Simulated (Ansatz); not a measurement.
Relaxation of a relaxed Pb cell, doubled along one cell vector, shaken by Gaussian noise of σ = 0.08 Å a coordinate; 4 atoms in the cell, which starts as P1 (No. 1), aP4; a = 3.5496 Å, b = 6.1924 Å, c = 7.0993 Å, α = γ = 106.65°, β = 90.02°. Level of theory: PBE (plane waves to 420 eV, PAW, scalar-relativistic; Ansatz, a quantum-chemistry and plane-wave program). Γ-centred k-mesh 10×10×5 on the run's cell (coarser than for final values), Fermi–Dirac smearing 0.05 eV. This is the first round of the run. 

The optimiser's lines from the output (shortened; P is positive under compression):

```
relax step   1: F+E_penalty+E_count = -47634.86773350 eV  Δ(F+E_penalty+E_count) = +0.000e0 eV  max|allowed force component| = 3.917e-1 eV/Å  Δτ_max = 0.0000 Å  P = +0.612 GPa  Ω = 142.660 Å³  (8 SCF iters, dr2 threshold 1.00e-7 eV, accepted)
relax step   2: F+E_penalty+E_count = -47634.91008689 eV  Δ(F+E_penalty+E_count) = -4.235e-2 eV  max|allowed force component| = 6.403e-2 eV/Å  Δτ_max = 0.1169 Å  P = -0.292 GPa  Ω = 144.023 Å³  (6 SCF iters, dr2 threshold 4.00e-7 eV, accepted)
relax step   3: F+E_penalty+E_count = -47634.91219829 eV  Δ(F+E_penalty+E_count) = -2.111e-3 eV  max|allowed force component| = 4.847e-2 eV/Å  Δτ_max = 0.0607 Å  P = -0.107 GPa  Ω = 145.264 Å³  (5 SCF iters, dr2 threshold 4.00e-7 eV, accepted)
relax step   4: F+E_penalty+E_count = -47634.91924542 eV  Δ(F+E_penalty+E_count) = -7.047e-3 eV  max|allowed force component| = 6.611e-3 eV/Å  Δτ_max = 0.0341 Å  P = +0.078 GPa  Ω = 143.169 Å³  (4 SCF iters, dr2 threshold 2.42e-7 eV, accepted)
relax step   5: F+E_penalty+E_count = -47634.92179992 eV  Δ(F+E_penalty+E_count) = -2.555e-3 eV  max|allowed force component| = 1.283e-2 eV/Å  Δτ_max = 0.0346 Å  P = +0.066 GPa  Ω = 143.028 Å³  (5 SCF iters, dr2 threshold 6.19e-8 eV, accepted)
relax step   6: F+E_penalty+E_count = -47634.92358039 eV  Δ(F+E_penalty+E_count) = -1.780e-3 eV  max|allowed force component| = 1.132e-2 eV/Å  Δτ_max = 0.0174 Å  P = +0.076 GPa  Ω = 142.657 Å³  (4 SCF iters, dr2 threshold 9.62e-8 eV, accepted)
relax step   7: F+E_penalty+E_count = -47634.92689966 eV  Δ(F+E_penalty+E_count) = -3.319e-3 eV  max|allowed force component| = 1.666e-2 eV/Å  Δτ_max = 0.0222 Å  P = +0.107 GPa  Ω = 142.173 Å³  (4 SCF iters, dr2 threshold 1.74e-7 eV, accepted)
relax step   8: F+E_penalty+E_count = -47634.94743080 eV  Δ(F+E_penalty+E_count) = -2.053e-2 eV  max|allowed force component| = 4.415e-2 eV/Å  Δτ_max = 0.0665 Å  P = +0.100 GPa  Ω = 140.968 Å³  (5 SCF iters, dr2 threshold 3.42e-7 eV, accepted)
relax step   9: F+E_penalty+E_count = -47635.00712746 eV  Δ(F+E_penalty+E_count) = -5.970e-2 eV  max|allowed force component| = 1.428e-1 eV/Å  Δτ_max = 0.0992 Å  P = -0.022 GPa  Ω = 138.924 Å³  (6 SCF iters, dr2 threshold 4.00e-7 eV, accepted)
relax step  10: F+E_penalty+E_count = -47635.08920710 eV  Δ(F+E_penalty+E_count) = -8.208e-2 eV  max|allowed force component| = 3.009e-1 eV/Å  Δτ_max = 0.1269 Å  P = +0.509 GPa  Ω = 133.233 Å³  (6 SCF iters, dr2 threshold 4.00e-7 eV, accepted)
relax step  11: F+E_penalty+E_count = -47635.18373214 eV  Δ(F+E_penalty+E_count) = -9.453e-2 eV  max|allowed force component| = 3.141e-1 eV/Å  Δτ_max = 0.1298 Å  P = +0.768 GPa  Ω = 128.838 Å³  (6 SCF iters, dr2 threshold 4.00e-7 eV, accepted)
relax step  12: F+E_penalty+E_count = -47635.29912865 eV  Δ(F+E_penalty+E_count) = -1.154e-1 eV  max|allowed force component| = 1.183e-1 eV/Å  Δτ_max = 0.2000 Å  P = +0.525 GPa  Ω = 126.241 Å³  (6 SCF iters, dr2 threshold 4.00e-7 eV, accepted)
relax step  13: F+E_penalty+E_count = -47635.32766251 eV  Δ(F+E_penalty+E_count) = -2.853e-2 eV  max|allowed force component| = 1.116e-2 eV/Å  Δτ_max = 0.1123 Å  P = -0.330 GPa  Ω = 128.199 Å³  (5 SCF iters, dr2 threshold 4.00e-7 eV, accepted)
relax step  14: F+E_penalty+E_count = -47635.33011646 eV  Δ(F+E_penalty+E_count) = -2.454e-3 eV  max|allowed force component| = 2.656e-3 eV/Å  Δτ_max = 0.0066 Å  P = -0.000 GPa  Ω = 127.160 Å³  (4 SCF iters, dr2 threshold 4.00e-7 eV, accepted)
relax step  15: F+E_penalty+E_count = -47635.33070139 eV  Δ(F+E_penalty+E_count) = -5.849e-4 eV  max|allowed force component| = 1.635e-2 eV/Å  Δτ_max = 0.0100 Å  P = +0.124 GPa  Ω = 126.816 Å³  (5 SCF iters, dr2 threshold 3.59e-8 eV, accepted)
relax step  16: F+E_penalty+E_count = -47635.32429969 eV  Δ(F+E_penalty+E_count) = +6.402e-3 eV  max|allowed force component| = 1.047e-2 eV/Å  Δτ_max = 0.0032 Å  P = +0.085 GPa  Ω = 126.784 Å³  (4 SCF iters, dr2 threshold 2.02e-7 eV, rejected (line search))
relax step  17: F+E_penalty+E_count = -47635.33119914 eV  Δ(F+E_penalty+E_count) = -4.978e-4 eV  max|allowed force component| = 6.756e-4 eV/Å  Δτ_max = 0.0090 Å  P = +0.019 GPa  Ω = 127.115 Å³  (8 SCF iters, accepted)
relax step  18: F+E_penalty+E_count = -47635.33151242 eV  Δ(F+E_penalty+E_count) = -3.133e-4 eV  max|allowed force component| = 2.427e-4 eV/Å  Δτ_max = 0.0005 Å  P = -0.034 GPa  Ω = 127.193 Å³  (3 SCF iters, dr2 threshold 4.28e-8 eV, accepted)
relax step  19: F+E_penalty+E_count = -47635.33156545 eV  Δ(F+E_penalty+E_count) = -5.303e-5 eV  max|allowed force component| = 2.156e-3 eV/Å  Δτ_max = 0.0011 Å  P = +0.006 GPa  Ω = 127.097 Å³  (4 SCF iters, dr2 threshold 1.93e-8 eV, accepted)
relax step  20: F+E_penalty+E_count = -47635.34176796 eV  Δ(F+E_penalty+E_count) = -1.020e-2 eV  max|allowed force component| = 2.116e-3 eV/Å  Δτ_max = 0.0000 Å  P = +0.173 GPa  Ω = 127.097 Å³  stress off target by 5.11e-1 GPa  SCF on the basis re-selected at this cell (its energy is not comparable with the rows above)  (7 SCF iters)
relax step  21: F+E_penalty+E_count = -47635.34404760 eV  Δ(F+E_penalty+E_count) = -2.280e-3 eV  max|allowed force component| = 1.603e-4 eV/Å  Δτ_max = 0.0009 Å  P = +0.020 GPa  Ω = 127.541 Å³  (3 SCF iters, dr2 threshold 4.00e-7 eV, accepted)
relax step  22: F+E_penalty+E_count = -47635.34416551 eV  Δ(F+E_penalty+E_count) = -1.179e-4 eV  max|allowed force component| = 6.517e-4 eV/Å  Δτ_max = 0.0006 Å  P = +0.032 GPa  Ω = 127.499 Å³  (3 SCF iters, dr2 threshold 2.07e-8 eV, accepted)
relax step  23: F+E_penalty+E_count = -47635.34416821 eV  Δ(F+E_penalty+E_count) = -2.700e-6 eV  max|allowed force component| = 2.405e-4 eV/Å  Δτ_max = 0.0004 Å  P = +0.001 GPa  Ω = 127.599 Å³  (4 SCF iters, dr2 threshold 6.78e-9 eV, accepted)
relax step  24: F+E_penalty+E_count = -47635.34426255 eV  Δ(F+E_penalty+E_count) = -9.435e-5 eV  max|allowed force component| = 2.393e-4 eV/Å  Δτ_max = 0.0000 Å  P = +0.000 GPa  Ω = 127.599 Å³  stress off target by 3.77e-3 GPa  SCF on the basis re-selected at this cell (its energy is not comparable with the rows above)  (5 SCF iters)
```

From the first to the last row the energy changes by -0.12 eV/atom and the volume by -10.6 %. The last row is marked as not comparable with the walk above it, whose basis was carried along; it does compare with step 1, since both stand on a basis selected at the nominal cutoff for their own cell.

Step 16 was rejected by the optimiser.

Later rounds, restarted from the end of this one on a renewed k-mesh, logged 10 more steps and released under 0.01 eV/atom more. The final structure after all rounds: I4/mmm (No. 139), tI2; a = b = 3.5987 Å, c = 4.9468 Å, α = β = γ = 90.00°. Between re-selections the logged energies stand on a plane-wave basis carried along with the cell. No spin polarisation in the result.

The relaxed structure here is a generated cell of Pb: the first start was made by placing the elements on the sites of a structure type, and the end was not matched to a known phase here, so it may be hypothetical. Known forms of Pb include space group No. 225.
